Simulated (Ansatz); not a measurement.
The cell below belongs to a search over invented structures; it isn't taken from experiment.

Input and command of a plane-wave DFT calculation in Ansatz:

```yaml
crystal:
  lattice:
    - [4.3828483, 0.0, 0.0]
    - [-2.1914241, 3.7956579, 0.0]
    - [0.0, 0.0, 21.6640987]
  atoms:
    - { symbol: Al, position: [0.0, 0.0, 0.166616] }
    - { symbol: Al, position: [0.0, 0.0, 0.833186] }
    - { symbol: Ga, position: [0.0, 0.0, 0.500194] }
    - { symbol: Ga, position: [0.6666667, 0.3333333, 0.000337] }
    - { symbol: Ga, position: [0.6666667, 0.3333333, 0.33378] }
    - { symbol: Ga, position: [0.6666667, 0.3333333, 0.66674] }
    - { symbol: Sb, position: [0.0, 0.0, 0.291651] }
    - { symbol: Sb, position: [0.0, 0.0, 0.624856] }
    - { symbol: Sb, position: [0.0, 0.0, 0.95821] }
    - { symbol: Sb, position: [0.6666667, 0.3333333, 0.124883] }
    - { symbol: Sb, position: [0.6666667, 0.3333333, 0.458347] }
    - { symbol: Sb, position: [0.6666667, 0.3333333, 0.7914] }
basis:
  ecutwfc: 420
kpoints:
  mp_grid: { grid: [12, 12, 2] }
hamiltonian:
  xc: pbe
scf:
  occupations: { method: gaussian, width: 0.1 }
output:
  forces: true
  stress: true
  eigenvalues: true
relax:
  adjacent_minimum: "off"
  f_tol: 0.01
  max_steps: 80
  cell: { stress_tol: 0.05 }
```

```bash
ansatz run input.yaml --threads 4 --pin off --max-ram 8192MiB --backend cpu --events-out ev --progress --plain --runs-dir out
```

Processor: Intel(R) Xeon(R) Platinum 8259CL CPU @ 2.50GHz (Skylake/Cascade Lake), 4 threads, on a host shared with other jobs.

Question: How long does it run, and how much memory does it take?

Answer: About 70 s, peak memory 1.5 GiB. It solves 89 bands at 38 k points (after reduction by symmetry) with about 7099 plane waves (on the last cell), in 16 SCF iterations over 2 ionic steps.
